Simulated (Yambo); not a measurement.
SrCl2 (fluorite, space group Fm-3m, No. 225), G0W0@PBEsol in Yambo with this input:

```
rim_cut
gw0
dyson
el_el_corr
HF_and_locXC
ppa
em1d
RandQpts= 1000000
RandGvec= 1 Ry
EXXRLvcs= 68 Ry
VXCRLvcs= 272 Ry
Chimod= "HARTREE"
% BndsRnXp
 1 | 178 |
%
NGsBlkXp= 6 Ry
% LongDrXp
 1.0 | 1.0 | 1.0 |
%
PPAPntXp= 27.2114 eV
% GbndRnge
 1 | 178 |
%
GTermKind= "BG"
DysSolver= "n"
ExtendOut
```

On a 4×4×4 mesh, with wavefunctions cut at 68 Ry, the gap (X → Γ) is 7.629 eV and the valence edge shifts by -1.675 eV.

Problem. What happens with this change: no random integration?

Solution. The gap falls by 0.086 eV, to 7.543 eV; the shift of the valence edge becomes -1.479 eV. Neither run is shown to be the converged limit.

Geometry relaxed with PBEsol; primitive cell a = b = c = 4.883 Å, α = β = γ = 60.00°.

A shift is the quasiparticle energy of the state minus its PBEsol energy.
